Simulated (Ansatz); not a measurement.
LaB:
```
LaB
1.0
    0.00000     2.84401     2.84401
    2.84401     0.00000     2.84401
    2.84401     2.84401     0.00000
La B
1 1
Direct
  0.00000   0.00000   0.00000
  0.50000   0.50000   0.50000
```

Relaxed with r²SCAN. Special points in fractions of this cell's reciprocal vectors: Γ (0.000, 0.000, 0.000); X (0.500, 0.000, 0.500); U (0.625, 0.250, 0.625); K (0.375, 0.375, 0.750); L (0.500, 0.500, 0.500); W (0.500, 0.250, 0.750).

### Question
List the band energies nearest the Fermi level at these points for the program Ansatz at the r²SCAN with spin–orbit coupling level (PAW).

### Answer
In eV from the Fermi level; about four levels below and three above (degenerate sets whole), none deeper than 8.9 eV; points with the same levels are listed once.

```csv
k,below,above
Γ,-6.83 -6.83,1.18 1.18 1.19 1.19 1.19 1.19
X,-6.31 -6.31 -0.02 -0.02,0.57 0.57 1.21 1.21
U,-5.72 -5.72 -0.72 -0.72,0.12 0.12 0.34 0.34
L,-0.94 -0.94 -0.90 -0.90,2.94 2.94 3.18 3.18
W,-0.73 -0.73 -0.05 -0.05,0.21 0.21 2.72 2.72
```

Space group Fm-3m (rock salt). The start of the workflow was typed in or built on a structure type; neither database checked (COD, Materials Project) lists it. Whether it is the stable phase at ambient conditions was not checked. The cell was relaxed with r²SCAN under the symmetry of its start. At this level the phase is mechanically unstable. Its formation energy is positive at this level, so the cell may be metastable or incomplete.

Potentials: the earlier of the program's two PAW sets.
